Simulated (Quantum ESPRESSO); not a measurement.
One change at a time to Mg3RuWZr3

These are calculations, not measurements. They come from Quantum ESPRESSO 7.5, a public plane-wave density functional program. Each row is one single-point run on a made-up periodic cell of eight metal atoms, with elements, volume, strain and displacements drawn at random and not relaxed, so a cell may be unstable or far from any real phase. There is no spin polarisation or spin-orbit coupling.

Settings: PBE unless stated; PseudoDojo standard norm-conserving files; Fermi-Dirac width 0.25 eV, which means electrons at about 2900 K; cutoff 1143 eV; 5 x 4 x 4 k mesh shifted half a step off Gamma. E is the free energy of the whole cell (internal energy minus TS), so a -TS column is already part of it. Stress is positive in tension, and the pressure P is minus a third of its trace.

Checks: one run of this series was repeated at a higher cutoff and on a denser mesh, which moved values by no more than 0.004 eV, 0.02 GPa and 0.009 eV/Å, and a second program with other atomic files agreed on it to 2 % rms in force and 0.5 GPa in pressure. Known limits: heavy elements are run without spin-orbit coupling, which real alloys of them have; a spin test at this wide smearing found no moment, but such smearing suppresses magnetism that the real alloy may have.

The lattice is face-centred cubic, and the cell vectors in Å are (0.000, 4.446, 0.000); (-4.446, 0.000, -4.446); (-4.446, 0.000, 4.446), a volume of 175.72 Å³ in run 1. The elements on sites 1 to 8 are Zr Mg Zr Zr Mg Mg Ru W. Each later run makes one change to run 1 and keeps the rest. E is counted from run 1, and is n/a where other atomic files have another zero of energy.

| run | change | V (Å³) | P (GPa) | -TS (eV) | rms force (eV/Å) | largest change of a force component (eV/Å) | E (eV) |
|---|---|---|---|---|---|---|---|
| 1 | none | 175.72 | -8.61 | -1.870 | 0.584 | 0.000 | 0.000 |
| 2 | sites 6 and 8 exchanged | 175.72 | -8.99 | -1.806 | 0.524 | 1.490 | 0.191 |
| 3 | all lengths scaled by -1.62 % | 167.32 | -5.21 | -1.780 | 0.606 | 0.167 | ? |
| 4 | LDA in place of PBE | 175.72 | -13.87 | -1.886 | 0.617 | 0.231 | n/a |
| 5 | Ta on site 8 | 175.72 | -6.32 | -1.832 | 0.527 | 0.536 | n/a |
| 6 | site 4 moved by -0.24 Å along x | 175.72 | -8.40 | -1.824 | 0.366 | 1.398 | -0.315 |

## Worked estimate

Along a uniform scaling dE = -P dV. The mean of the two pressures is -6.910 GPa and the volume changes by -8.40 Å³, with 160.2 GPa to one eV/Å³. The same two rows give -V dP/dV = 69 GPa for this cell with clamped atoms, which is not the bulk modulus of a real alloy.

## Withheld value

Question: what E should run 3 give?

The estimate is -0.362 eV. The calculation gave -0.365 eV.
